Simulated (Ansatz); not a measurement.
Molecular dynamics on a 2×2×1 supercell (16 atoms) of SiGe3 (ordering on diamond), relaxed with r2SCAN. Forces come from r2SCAN in Ansatz 0.2.0: a Nosé-Hoover thermostat at fixed volume, 1700 K, steps of 2 fs. Computed, non-magnetic; the trajectory is short and the cell small, so nothing here is a converged average. The structure comes from a prototype and may be hypothetical.

```yaml
crystal:
  lattice:
    - [7.9398154072, 0.0, 0.0]
    - [0.0, 7.9398154072, 0.0]
    - [0.0, 0.0, 5.5939547077]
  atoms:
    - { symbol: Si, position: [0.0, 0.0, 0.0] }
    - { symbol: Ge, position: [0.0, 0.25, 0.2442925745] }
    - { symbol: Ge, position: [0.25, 0.25, 0.5] }
    - { symbol: Ge, position: [0.25, 0.0, 0.7557074255] }
    - { symbol: Si, position: [0.0, 0.5, 0.0] }
    - { symbol: Ge, position: [0.0, 0.75, 0.2442925745] }
    - { symbol: Ge, position: [0.25, 0.75, 0.5] }
    - { symbol: Ge, position: [0.25, 0.5, 0.7557074255] }
    - { symbol: Si, position: [0.5, 0.0, 0.0] }
    - { symbol: Ge, position: [0.5, 0.25, 0.2442925745] }
    - { symbol: Ge, position: [0.75, 0.25, 0.5] }
    - { symbol: Ge, position: [0.75, 0.0, 0.7557074255] }
    - { symbol: Si, position: [0.5, 0.5, 0.0] }
    - { symbol: Ge, position: [0.5, 0.75, 0.2442925745] }
    - { symbol: Ge, position: [0.75, 0.75, 0.5] }
    - { symbol: Ge, position: [0.75, 0.5, 0.7557074255] }
kpoints:
  mp_grid: { grid: [2, 2, 2] }
hamiltonian:
  xc: r2scan
scf:
  occupations: { method: fermi_dirac, width: 0.146 }
md:
  ensemble: nvt_nose_hoover
  temperature: 1700
  timestep: 2.0
  n_steps: 30
  initial_velocities: maxwell_boltzmann
  seed: 1623
```

Run as `ansatz run input.yaml --threads 4 --pin off --max-ram 3686MiB --backend cpu --events-out ev --progress --plain --runs-dir out`. Wall time 4.5 min on 4 threads of Arm Neoverse V2 (shared host); peak host memory 2.1 GiB.

```
step  t (fs)  T (K)  free energy F from step 0 (meV/atom)  kinetic energy (meV/atom)  largest force (eV/Å)
   0       0   1700                                   0.0                      206.0                  0.04
   1       2   1684                                   1.9                      204.1                  0.54
   2       4   1636                                   7.8                      198.3                  1.04
   3       6   1560                                  17.0                      189.1                  1.49
   4       8   1461                                  29.1                      177.1                  1.89
   5      10   1345                                  43.3                      163.0                  2.23
   6      12   1220                                  58.6                      147.8                  2.52
   7      14   1092                                  74.2                      132.3                  2.76
   8      16    969                                  89.3                      117.4                  2.94
   9      18    857                                 103.0                      103.9                  3.06
  10      20    762                                 114.7                       92.3                  3.16
  11      22    686                                 124.1                       83.2                  3.20
  12      24    632                                 130.9                       76.5                  3.16
  13      26    598                                 135.2                       72.4                  3.05
  14      28    583                                 137.3                       70.6                  3.05
  15      30    584                                 137.4                       70.7                  3.13
  16      32    597                                 136.1                       72.3                  3.17
  17      34    619                                 133.8                       75.0                  3.19
  18      36    646                                 131.0                       78.3                  3.17
  19      38    675                                 128.0                       81.7                  3.13
  20      40    703                                 125.2                       85.1                  3.06
  21      42    728                                 122.7                       88.2                  2.97
  22      44    750                                 120.8                       90.9                  2.86
  23      46    768                                 119.4                       93.0                  2.73
  24      48    781                                 118.6                       94.7                  2.59
  25      50    792                                 118.2                       95.9                  2.44
  26      52    799                                 118.3                       96.8                  2.29
  27      54    803                                 118.8                       97.3                  2.18
  28      56    803                                 119.8                       97.4                  2.30
  29      58    801                                 121.2                       97.0                  2.38
  30      60    794                                 123.2                       96.2                  2.41
```

The temperature starts at 1700 K, is lowest at step 14 (583 K, 28 fs) and ends at 794 K. The thermostat hasn't had time to restore it. The atoms start on their lattice sites with kinetic energy alone, so much of it first passes into potential energy. By the last step the atoms have moved 0.24 Å in the root mean square, the drift of the whole cell taken out, 0.38 Å at most.

Positions (Å) and forces (eV/Å) at step 30:
```
Si   0.088  -0.063   0.217     0.516  -0.405  -0.358
Ge  -0.109   2.041   1.459     0.533  -0.079  -0.842
Ge   1.832   2.024   3.000     0.751  -0.586  -0.639
Ge   2.058  -0.174   4.314    -1.137   0.724  -0.953
Si  -0.076   3.879  -0.365     0.015  -0.511   2.359
Ge  -0.104   5.645   1.211     0.636   1.343   0.757
Ge   1.990   5.834   2.648    -0.155   0.279   0.384
Ge   2.033   4.045   4.399     0.305  -0.119  -1.738
Si   4.037   0.079  -0.088     0.705   0.602   0.231
Ge   3.930   2.011   1.491     0.021  -0.802   0.558
Ge   5.999   2.029   3.017    -0.936  -0.366  -1.410
Ge   6.194  -0.034   4.299    -0.824   0.265  -0.030
Si   3.974   3.858   0.026     1.349   1.350   0.140
Ge   3.995   6.076   1.172    -0.643  -1.295   0.567
Ge   5.895   6.098   2.622     0.440   0.168   0.196
Ge   5.954   4.175   4.013    -1.575  -0.568   0.779
```
